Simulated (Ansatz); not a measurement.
KLaPdO$_{3}$:
Space group C2/m (No. 12); a = 13.435 Å, b = 3.988 Å, c = 7.455 Å, α = γ = 90.00°, β = 105.69°

| atom | site | symmetry | x | y | z |
|---|---|---|---|---|---|
| K | 4i | m | 0.3585 | 0.0000 | 0.4345 |
| La | 4i | m | 0.1505 | 0.5000 | 0.0844 |
| Pd | 4i | m | 0.0065 | 0.0000 | 0.7721 |
| O | 4i | m | 0.1508 | 0.0000 | 0.2868 |
| O | 4i | m | 0.3338 | 0.5000 | 0.1375 |
| O | 4i | m | 0.4931 | 0.0000 | 0.1973 |
(The calculation used a cell of 12 atoms; values per cell refer to that cell.)

Relaxed with r²SCAN.

Q: Tabulate the valence density and the electron localisation function along the shortest K–O contact (2.71 Å), plane-wave PAW r²SCAN (Ansatz code).

A: 

```csv
distance from K (Å),density (e/Å³),ELF
0.27,4.15,0.71
0.41,3.75,0.82
0.54,2.89,0.86
0.68,1.90,0.87
0.81,1.08,0.84
0.95,0.56,0.71
1.08,0.28,0.37
1.22,0.16,0.08
1.35,0.12,0.04
1.49,0.14,0.07
1.63,0.20,0.28
1.76,0.35,0.57
1.90,0.64,0.72
2.03,1.22,0.78
2.17,2.37,0.79
2.30,4.07,0.72
2.44,5.84,0.56
```

The density is the valence pseudo-density with augmentation charge, so density and ELF within about 1 Å of a nucleus are not all-electron values.

The workflow started from a Materials Project entry (that database holds measured and hypothetical structures alike); the Crystallography Open Database files this formula in space group No. 12, but the cells were not matched. Whether it is the stable phase at ambient conditions was not checked. Symmetry was held in the r²SCAN relaxation; whether a distortion lowers the energy is not shown. The run is not spin-polarised. Scalar-relativistic: spin–orbit coupling is off unless named, which matters more the heavier the elements.

Potentials: the later of the program's two PAW sets.
